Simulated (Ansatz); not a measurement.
Relaxed candidate structures of TiTe$_{2}$:

**A**
```
CELL_PARAMETERS angstrom
      3.61773     0.00000     0.00000
     -1.80887     3.13305     0.00000
      0.00000     0.00000     6.22472
ATOMIC_POSITIONS crystal
  Ti 0.00000 0.00000 0.00000
  Te 0.33333 0.66667 0.27790
  Te 0.66667 0.33333 0.72210
```

**B**
```xyz
6
Lattice="3.5898 0.0000 0.0000 -1.7949 3.1089 0.0000 0.0000 0.0000 13.5980" Properties=species:S:1:pos:R:3 pbc="T T T"
Te     0.0000     0.0000     1.7728
Ti     1.7949     1.0363     3.5233
Te     0.0000     2.0726     5.2881
Te     1.7949     1.0363     8.3098
Ti     0.0000     2.0726    10.0747
Te     0.0000     0.0000    11.8251
```

**C**
```xyz
6
Lattice="3.5956 0.0000 0.0000 -1.7978 3.1139 0.0000 0.0000 0.0000 12.8142" Properties=species:S:1:pos:R:3 pbc="T T T"
Te     0.0000     0.0000    12.7883
Ti     0.0000     2.0759    11.0264
Te     1.7978     1.0380     9.2865
Te     0.0000     0.0000     6.3812
Ti     1.7978     1.0380     4.6193
Te     0.0000     2.0759     2.8794
```

**Question.** Order them by energy per atom (lowest first) at the level PBEsol-D3(BJ) (plane waves to 420 eV, PAW, scalar-relativistic; Ansatz, a quantum-chemistry and plane-wave program).

**Answer.** A (reference, the lowest of the structures calculated here), C (+0.02 eV/atom), B (+0.07 eV/atom)

Each run could gain symmetry but not lose that of its start, so entries can be saddle points. From databases, or of a type measured for this composition: P-3m1, hP3, CdI2 type; the others are generated cells (placed on structure types, drawn at random, substituted or restacked) that were not matched to a known phase here. Energies are at zero temperature and pressure, without zero-point motion. Each cell has its own k-point mesh; energy differences are given only to the digits this allows. No spin polarisation in the result.
